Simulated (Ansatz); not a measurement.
Trial structure of RuBrCl4, not yet relaxed:

```xyz
6
Lattice="0.0000 4.3139 4.3139 4.3139 0.0000 4.3139 4.3139 4.3139 0.0000" Properties=species:S:1:pos:R:3 pbc="T T T"
Ru    0.0000    0.0000    0.0000
Br    6.4709    6.4709    6.4709
Cl    3.2236    5.4043    5.4043
Cl    3.2236    3.2236    3.2236
Cl    5.4043    3.2236    5.4043
Cl    5.4043    5.4043    3.2236
```

Theory: DFT PBE, scalar-relativistic, plane waves, PAW (Ansatz 0.2.0). Cutoff 420 eV; k points 4×4×4 on the computed 6-atom cell (Γ-centred); Gaussian smearing, width 0.10 eV; collinear spin from starting moments 1.0 0.0 0.0 0.0 0.0 0.0 μB.

Formation energies are uncorrected and refer to the elements' standard structures at the same level (Cl₂ as a molecule). The references include crystalline Br.

Question: What does a single point on this coarse mesh give?

Answer: The pressure is -3.6 GPa (it wants to contract), the largest force is 0.03 eV/Å, and the energy is +1.10 eV/atom against the elements. The shortest distance is 3.02 Å.

Question: How much does it gain on relaxing, and where does it end?

Answer: Relaxing gains under 0.1 eV/atom (the start's value is from the coarse mesh, so the gain is rough) in 9 ionic steps and ends at +1.04 eV/atom on the finer mesh. The symmetry stays F-43m (No. 216). The volume per atom shrinks by 16.2 %, from 26.8 to 22.4 Å³. The shortest distance goes from 3.02 Å (Cl–Cl) to 2.87 Å (Cl–Cl). Conventional cell: a = 8.134 Å. Ru is surrounded by 12 Cl at 3.37 Å and 4 Br at 3.52 Å; around Br lie 12 Cl at 3.37 Å and 4 Ru at 3.52 Å; around Cl lie 6 Cl at 2.87–2.89 Å, 3 Ru at 3.37 Å and 3 Br at 3.37 Å.

The last run used collinear spin, an 8×8×8 mesh for its 6-atom cell and Gaussian smearing of 0.10 eV. The reference form of Br is held partly by dispersion forces, which this level lacks. The magnetic state reached may not be the lowest. The relaxation can't lower the symmetry of the start. Symmetry constrained the relaxation, so the result can be a saddle point. Another cell of RuBrCl4 relaxed alike but without spin, in P-43m, lies 1.26 eV/atom lower, so this cell isn't the stable form at this level.
